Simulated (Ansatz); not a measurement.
LiF:
```cif
data_F2Li2
_chemical_formula_sum 'Li2 F2'
_space_group_name_H-M_alt 'P63/mmc'
_space_group_IT_number 194
_space_group_name_Hall '-P 6c 2c'
_cell_length_a 3.29582
_cell_length_b 3.29582
_cell_length_c 4.01413
_cell_angle_alpha 90.000
_cell_angle_beta 90.000
_cell_angle_gamma 120.000
loop_
_atom_site_label
_atom_site_type_symbol
_atom_site_symmetry_multiplicity
_atom_site_Wyckoff_symbol
_atom_site_fract_x
_atom_site_fract_y
_atom_site_fract_z
_atom_site_occupancy
Li1 Li 2 d 0.66667 0.33333 0.25000 1
F1 F 2 c 0.33333 0.66667 0.25000 1
```

Relaxed with PBEsol.

Problem. Which orbitals make up the states near the band edges in PBEsol (plane waves, PAW; program Ansatz)?

Solution. Top 1 eV of the valence band: F 2p 99 %. Bottom 1 eV of the conduction band: Li 2s 65 %, F 2s 20 %, Li 1s 7 %. Projections are on Löwdin-orthogonalised atomic valence shells; empty p or d shells of many metals are not among them.

Problem. Tabulate the density of states.

Solution. States/eV per cell of 4 atoms, in 0.25 eV bins, energy from the valence-band maximum.

| E (eV) | total | F 2p | Li 2s | F 2s |
|---|---|---|---|---|
| -3.05 | 0.00 | 0.00 | 0.00 | 0.00 |
| -2.80 | 0.20 | 0.20 | 0.00 | 0.00 |
| -2.55 | 1.25 | 1.20 | 0.02 | 0.00 |
| -2.30 | 4.73 | 4.43 | 0.23 | 0.01 |
| -2.05 | 4.06 | 3.79 | 0.20 | 0.01 |
| -1.80 | 4.35 | 4.12 | 0.14 | 0.01 |
| -1.55 | 4.64 | 4.46 | 0.09 | 0.01 |
| -1.30 | 5.07 | 4.93 | 0.06 | 0.01 |
| -1.05 | 6.20 | 6.04 | 0.06 | 0.01 |
| -0.80 | 4.98 | 4.89 | 0.03 | 0.01 |
| -0.55 | 6.08 | 6.02 | 0.01 | 0.00 |
| -0.30 | 5.67 | 5.62 | 0.01 | 0.00 |
| -0.05 | 0.77 | 0.77 | 0.00 | 0.00 |
| 0.20 | 0.00 | 0.00 | 0.00 | 0.00 |
| 0.45 | 0.00 | 0.00 | 0.00 | 0.00 |
| 0.70 | 0.00 | 0.00 | 0.00 | 0.00 |
| 0.95 | 0.00 | 0.00 | 0.00 | 0.00 |
| 1.20 | 0.00 | 0.00 | 0.00 | 0.00 |
| 1.45 | 0.00 | 0.00 | 0.00 | 0.00 |
| 1.70 | 0.00 | 0.00 | 0.00 | 0.00 |
| 1.95 | 0.00 | 0.00 | 0.00 | 0.00 |
| 2.20 | 0.00 | 0.00 | 0.00 | 0.00 |
| 2.45 | 0.00 | 0.00 | 0.00 | 0.00 |
| 2.70 | 0.00 | 0.00 | 0.00 | 0.00 |
| 2.95 | 0.00 | 0.00 | 0.00 | 0.00 |
| 3.20 | 0.00 | 0.00 | 0.00 | 0.00 |
| 3.45 | 0.00 | 0.00 | 0.00 | 0.00 |
| 3.70 | 0.00 | 0.00 | 0.00 | 0.00 |
| 3.95 | 0.00 | 0.00 | 0.00 | 0.00 |
| 4.20 | 0.00 | 0.00 | 0.00 | 0.00 |
| 4.45 | 0.00 | 0.00 | 0.00 | 0.00 |
| 4.70 | 0.00 | 0.00 | 0.00 | 0.00 |
| 4.95 | 0.00 | 0.00 | 0.00 | 0.00 |
| 5.20 | 0.00 | 0.00 | 0.00 | 0.00 |
| 5.45 | 0.00 | 0.00 | 0.00 | 0.00 |
| 5.70 | 0.00 | 0.00 | 0.00 | 0.00 |
| 5.95 | 0.00 | 0.00 | 0.00 | 0.00 |
| 6.20 | 0.00 | 0.00 | 0.00 | 0.00 |
| 6.45 | 0.00 | 0.00 | 0.00 | 0.00 |
| 6.70 | 0.00 | 0.00 | 0.00 | 0.00 |
| 6.95 | 0.00 | 0.00 | 0.00 | 0.00 |
| 7.20 | 0.00 | 0.00 | 0.00 | 0.00 |
| 7.45 | 0.00 | 0.00 | 0.00 | 0.00 |
| 7.70 | 0.05 | 0.00 | 0.03 | 0.01 |
| 7.95 | 0.14 | 0.00 | 0.09 | 0.03 |
| 8.20 | 0.21 | 0.01 | 0.13 | 0.04 |
| 8.45 | 0.28 | 0.02 | 0.18 | 0.05 |
| 8.70 | 0.35 | 0.02 | 0.23 | 0.06 |
| 8.95 | 0.43 | 0.03 | 0.28 | 0.06 |
| 9.20 | 0.51 | 0.04 | 0.34 | 0.06 |
| 9.45 | 0.61 | 0.05 | 0.41 | 0.06 |
| 9.70 | 0.80 | 0.06 | 0.54 | 0.07 |
| 9.95 | 0.89 | 0.06 | 0.56 | 0.05 |
| 10.20 | 1.12 | 0.06 | 0.62 | 0.04 |
| 10.45 | 1.26 | 0.06 | 0.61 | 0.03 |
| 10.70 | 1.14 | 0.04 | 0.45 | 0.02 |
| 10.95 | 0.92 | 0.03 | 0.30 | 0.01 |
| 11.20 | 0.75 | 0.02 | 0.23 | 0.01 |
| 11.45 | 0.64 | 0.01 | 0.18 | 0.01 |
| 11.70 | 0.57 | 0.01 | 0.15 | 0.00 |

Space group P6_3/mmc. The start of the workflow was typed in or built on a structure type; neither database checked (COD, Materials Project) lists it. It is not the phase usual at ambient conditions (space group No. 225). The PBEsol relaxation kept the symmetry of its start; whether a distortion lowers the energy is not shown.

Potentials: the earlier of the program's two PAW sets. The files were generated under PBE; for other functionals the program regenerates the frozen cores, and for LDA and PBEsol the local potential too.
